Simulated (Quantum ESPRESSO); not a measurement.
**Kohn-Sham bands of CsBr (CsCl type)**

```
CELL_PARAMETERS angstrom
      4.32562     0.00000     0.00000
      0.00000     4.32562     0.00000
      0.00000     0.00000     4.32562
ATOMIC_POSITIONS crystal
  Cs 0.00000 0.00000 0.00000
  Br 0.50000 0.50000 0.50000
```

Cell from Materials Project (mp-22906), symmetrised, no further relaxation. COD (Crystallography Open Database) has an entry of this formula and space group (matched by these alone). Computed values, not measurements, from PBEsol: Quantum ESPRESSO (norm-conserving PseudoDojo potentials, cutoff 40 Ry, spinors with spin-orbit coupling) on a Γ-centred 6×6×6 mesh, then Wannier90. Density: 8×8×8 mesh, cold smearing 0.01 Ry.

Problem. List the Kohn-Sham levels between −8 and 7.1 eV relative to the valence-band maximum at the high-symmetry points, as a band run of pw.x on that density gives them (levels within 2 meV counted together).

Solution. 
```json
[
 {"point": "Γ", "k (reciprocal lattice)": "0.000 0.000 0.000", "levels (eV)": "-7.69 (×2), -6.03 (×4), -0.55 (×2), 0.00 (×4), 4.06 (×2), 4.67 (×4)"},
 {"point": "X", "k (reciprocal lattice)": "0.000 0.500 0.000", "levels (eV)": "-7.76 (×2), -6.24 (×2), -5.91 (×2), -1.52 (×2), -0.50 (×2), -0.22 (×2), 5.67 (×2), 6.91 (×2)"},
 {"point": "M", "k (reciprocal lattice)": "0.500 0.500 0.000", "levels (eV)": "-7.99 (×2), -6.65 (×2), -6.06 (×2), -0.90 (×2), -0.67 (×2), -0.12 (×2), 4.96 (×2), 5.20 (×2), 6.96 (×2), 6.99 (×2)"},
 {"point": "R", "k (reciprocal lattice)": "0.500 0.500 0.500", "levels (eV)": "-6.45 (×4), -1.57 (×2), -1.20 (×4)"}
]
```
